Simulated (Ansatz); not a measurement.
Ansatz (a first-principles code) input:

Ansatz 0.2 input:
```yaml
crystal:
  lattice:
    - [3.9551820585, 0.0, 0.0]
    - [-1.9775910292, 3.4252881392, 0.0]
    - [0.0, 0.0, 6.5355380648]
  atoms:
    - { symbol: Y, position: [0.3333333333, 0.6666666667, 0.9844062616] }
    - { symbol: Zn, position: [0.0, 0.0, 0.3765595568] }
    - { symbol: Cu, position: [0.6666666667, 0.3333333333, 0.6397245331] }
    - { symbol: P, position: [0.6666666667, 0.3333333333, 0.2565916794] }
    - { symbol: P, position: [0.0, 0.0, 0.742717969] }
kpoints:
  mp_grid: { grid: [7, 7, 4] }
  band_path:
    path:
      - [[0.0, 0.0, 0.0], [0.5, 0.0, 0.0], [0.3333333333, 0.3333333333, 0.0], [0.0, 0.0, 0.0], [0.0, 0.0, 0.5], [0.5, 0.0, 0.5], [0.3333333333, 0.3333333333, 0.5], [0.0, 0.0, 0.5]]  # Γ-M-K-Γ-A-L-H-A
      - [[0.5, 0.0, 0.5], [0.5, 0.0, 0.0]]  # L-M
      - [[0.3333333333, 0.3333333333, 0.5], [0.3333333333, 0.3333333333, 0.0]]  # H-K
      - [VBM, CBM]
    npoints: 8
hamiltonian:
  xc: r2scan
  pseudopotentials: { kind: paw }
magnetization: { noncollinear: true, spin_orbit: true }
scf:
  n_extra_bands: 12
  convergence: { dr2_threshold: 0.0000000001 }
  occupations: { method: gaussian, width: 0.01 }
checkpoint: { write: soc.run }
output: { eigenvalues: true }
```

Output (shortened):

```
Pseudopotential: Y, paw_fr, valence charge 11
Pseudopotential: Zn, paw_fr, valence charge 12
Pseudopotential: Cu, paw_fr, valence charge 19
Pseudopotential: P, paw_fr, valence charge 5
Functional definition: r2SCAN
non-collinear run that drives no moment, with spin-orbit …
Crystal: 5 atoms, lattice volume = 88.541 Å³
Basis set: ecut = 500 eV, 2249 PW (Γ), exchange–correlation on 120×120×192 points (64 copies of the dense FFT grid, shifted against one another)
Bands: 64, of which v1, the nominal top of the filled ones, is band 52 counted from 1 (51 counted from 0)
Symmetry: 6 space group operations + 6 with time reversal
k-points: 28 of 196 (time reversal used)
Projection manifold: j_resolved (fully-relativistic pseudo-atomic orbitals)
SCF iter   1: F=—  HF=-15336.335774 eV  |F-HF|=—  |Δ(HF+E_count)|=         —  Δρ=3.48e-1  dr2=1.17e2  dr2_τ=1.47e-1  dr2_m=0.00e0 (ungated)  ethr=3.10e-3  |M|=0.00e0 ∫|m|=0.00e0 μB  |m|>n=0.0e0 m-floor=0.0e0 τ_xc=0.0e0  β_m=0.30  ⟨swp⟩=8.4  Hψ=9418  notcnv=0  defer=6
preconditioner: auto → Kerker (q_TF=auto, 2.497 Å⁻¹)
spin=Noncollinear: Kerker preconditioning applied to the charge; magnetization (m_x, m_y, m_z) channels mix plain (no charge-response kernel on spin).
SCF iter   2: F=—  HF=-15335.829815 eV  |F-HF|=—  |Δ(HF+E_count)|=   5.06e-1  Δρ=1.73e-1  dr2=1.44e1  dr2_τ=1.02e-1  dr2_m=0.00e0 (ungated)  ethr=3.10e-3  |M|=0.00e0 ∫|m|=0.00e0 μB  |m|>n=0.0e0 m-floor=0.0e0 τ_xc=0.0e0  β_m=0.25  ⟨swp⟩=4.1  Hψ=5847  notcnv=0  defer=158
preconditioner: auto → Resta (q_TF=auto, 2.497 Å⁻¹)
spin=Noncollinear: Resta preconditioning applied to the charge; magnetization (m_x, m_y, m_z) channels mix plain (no charge-response kernel on spin).
SCF iter   3: F=—  HF=-15331.019883 eV  |F-HF|=—  |Δ(HF+E_count)|=    4.81e0  Δρ=7.34e-2  dr2=3.15e0  dr2_τ=9.42e-3  dr2_m=0.00e0 (ungated)  ethr=3.10e-3  |M|=0.00e0 ∫|m|=0.00e0 μB  |m|>n=0.0e0 m-floor=0.0e0 τ_xc=0.0e0  β_m=0.42  ⟨swp⟩=3.0  Hψ=4209  notcnv=0  defer=162
SCF iter   4: F=—  HF=-15330.479435 eV  |F-HF|=—  |Δ(HF+E_count)|=   5.40e-1  Δρ=1.91e-2  dr2=5.16e-1  dr2_τ=8.59e-4  dr2_m=0.00e0 (ungated)  ethr=3.10e-3  |M|=0.00e0 ∫|m|=0.00e0 μB  |m|>n=0.0e0 m-floor=0.0e0 τ_xc=0.0e0  β_m=0.66  ⟨swp⟩=2.5  Hψ=3744  notcnv=0  defer=164
SCF iter   5: F=—  HF=-15330.486432 eV  |F-HF|=—  |Δ(HF+E_count)|=   7.00e-3  Δρ=1.69e-2  dr2=1.79e-1  dr2_τ=2.73e-4  dr2_m=0.00e0 (ungated)  ethr=9.93e-4  |M|=0.00e0 ∫|m|=0.00e0 μB  |m|>n=0.0e0 m-floor=0.0e0 τ_xc=0.0e0  β_m=0.69  ⟨swp⟩=2.9  Hψ=2887  notcnv=0  defer=168
SCF iter   6: F=—  HF=-15330.477706 eV  |F-HF|=—  |Δ(HF+E_count)|=   8.73e-3  Δρ=1.06e-2  dr2=8.90e-2  dr2_τ=2.12e-4  dr2_m=0.00e0 (ungated)  ethr=3.44e-4  |M|=0.00e0 ∫|m|=0.00e0 μB  |m|>n=0.0e0 m-floor=0.0e0 τ_xc=0.0e0  β_m=0.85  ⟨swp⟩=2.1  Hψ=1797  notcnv=0  defer=168
SCF iter   7: F=—  HF=-15330.467422 eV  |F-HF|=—  |Δ(HF+E_count)|=   1.03e-2  Δρ=3.99e-3  dr2=1.68e-2  dr2_τ=2.63e-5  dr2_m=0.00e0 (ungated)  ethr=1.71e-4  |M|=0.00e0 ∫|m|=0.00e0 μB  |m|>n=0.0e0 m-floor=0.0e0 τ_xc=0.0e0  β_m=0.92  ⟨swp⟩=2.0  Hψ=2047  notcnv=0  defer=168
SCF iter   8: F=—  HF=-15330.465262 eV  |F-HF|=—  |Δ(HF+E_count)|=   2.16e-3  Δρ=1.53e-3  dr2=2.51e-3  dr2_τ=2.62e-6  dr2_m=0.00e0 (ungated)  ethr=3.24e-5  |M|=0.00e0 ∫|m|=0.00e0 μB  |m|>n=0.0e0 m-floor=0.0e0 τ_xc=0.0e0  β_m=0.83  ⟨swp⟩=2.0  Hψ=2240  notcnv=0  defer=168
SCF iter  16: F=-15330.464732 eV  HF=-15330.464732 eV  |F-HF|=5.46e-12  |Δ(HF+E_count)|=  7.82e-11  Δρ=8.39e-8  dr2=7.82e-12  dr2_τ=4.14e-14  dr2_m=0.00e0 (ungated)  ethr=1.00e-12  |M|=0.00e0 ∫|m|=0.00e0 μB  |m|>n=0.0e0 m-floor=0.0e0 τ_xc=0.0e0  ⟨swp⟩=11.4  Hψ=6555  notcnv=0
SCF 1 converged in 16 iterations: F = -15330.464732 eV  dr2 = 7.82e-12
NSCF: frozen V_eff on 34 k-points
NSCF: frozen V_eff on 34 k-points
NSCF: frozen V_eff on 34 k-points
NSCF: frozen V_eff on 34 k-points
NSCF: frozen V_eff on 28 k-points
NSCF: frozen V_eff on 18 k-points
NSCF: frozen V_eff on 11 k-points
NSCF: frozen V_eff on 11 k-points
NSCF: frozen V_eff on 11 k-points
NSCF: frozen V_eff on 9 k-points
NSCF: frozen V_eff on 12 k-points
NSCF: frozen V_eff on 84 k-points
SCF converged after 16 iterations
Magnetization: |M| = 0.0000 μB,  M = (+0.0000, +0.0000, +0.0000) μB
Absolute magnetization: 0.0000 μB (∫|m|)
  site 0: m = (+0.0000, +0.0000, +0.0000) μB, |m| = 0.0000 μB  (R = 1.15 Å)
  site 1: m = (+0.0000, +0.0000, +0.0000) μB, |m| = 0.0000 μB  (R = 0.99 Å)
  site 2: m = (+0.0000, +0.0000, +0.0000) μB, |m| = 0.0000 μB  (R = 0.98 Å)
  site 3: m = (+0.0000, +0.0000, +0.0000) μB, |m| = 0.0000 μB  (R = 1.00 Å)
  site 4: m = (+0.0000, +0.0000, +0.0000) μB, |m| = 0.0000 μB  (R = 0.98 Å)
Free energy (F): -15330.464732 eV
Harris-Foulkes:  -15330.464732 eV  (|F-HF|=5.46e-12)
Internal energy: -15330.464732 eV  (E = F + TS)
E sigma→0 (E₀):  -15330.464732 eV
Fermi energy:    11.427894 eV
--- Per-component energies (eV) ---
  E_band       = -523.974329
  E_kinetic    = 878.954182
  E_local      = -8318.100411  (includes V_loc(G=0)·N_el)
  E_nonlocal   = 1129.610351
  E_hartree    = 3629.210528
  E_xc         = -496.021196
  E_vxc        = -534.854897  (∫ρ·V_xc dr)
  E_paw        = -7512.648492  (= ΣΔE_a)
  E_vpaw       = -967.726748  (= ΣTr[D̂ρ^β])
  E_aug_tail   = 0.000095  (compensation charges beyond the density's cutoff)
  E_vtau       = 29.722064  (kinetic-family band-sum trace: ∫τ·v_τ [+ j·A + Jᵃ·Aᵃ] dr)
  E_ewald      = -4640.662417
  E_core_change = -0.807373  (= ΣΔE_core)
  E_smearing   =  0.000000  (= −TS)
  E_closure    = 0.000000  (closes the sum)
  Σ components = -15330.464732   (vs F -15330.464732, Δ=0.00e0)
  [band-id]    e_kinetic+e_local+e_nonlocal+2·e_hartree+e_vxc+e_vpaw+e_augmentation_tail+e_vtau = -523.974307   (vs E_band -523.974329, Δ=2.23e-5)
--- Band table (eV; the first three rows and the last of 28) ---
  k-point 0: bands = ["-105.5431", "-105.5431", "-63.1288", "-63.1288", "-60.5540", "-60.5540", "-60.5398", "-60.5398", "-33.3134", "-33.3134", "-13.6351", "-13.6351", "-12.2677", "-12.2677", "-12.1398", "-12.1398", "-1.9129", "-1.9129", "-0.2606", "-0.2606", …
  k-point 1: bands = ["-105.5431", "-105.5431", "-63.1288", "-63.1288", "-60.5540", "-60.5540", "-60.5398", "-60.5398", "-33.3134", "-33.3134", "-13.6353", "-13.6353", "-12.2682", "-12.2682", "-12.1397", "-12.1397", "-1.7409", "-1.7409", "-0.5407", "-0.5407", …
  k-point 2: bands = ["-105.5431", "-105.5431", "-63.1288", "-63.1288", "-60.5540", "-60.5540", "-60.5398", "-60.5398", "-33.3134", "-33.3134", "-13.6355", "-13.6355", "-12.2688", "-12.2688", "-12.1397", "-12.1397", "-1.4310", "-1.4310", "-0.9519", "-0.9519", …
  k-point 27: bands = ["-105.5431", "-105.5431", "-63.1288", "-63.1288", "-60.5540", "-60.5540", "-60.5399", "-60.5399", "-33.2978", "-33.2978", "-13.7024", "-13.6967", "-12.3164", "-12.3086", "-12.2702", "-12.2696", "-0.3580", "-0.3497", "-0.0337", …
```

Cost: roughly 6 core-minutes on shared cores.

Space group P3m1. The first step of the workflow began from a Materials Project structure, measured or hypothetical; the Crystallography Open Database copy checked does not list it. Its standing as an ambient phase is unchecked. Symmetry was held in the r²SCAN relaxation; whether a distortion lowers the energy is not shown. The run is not spin-polarised.

Potentials: the later of the program's two PAW sets.

Ansatz is a plane-wave DFT program.
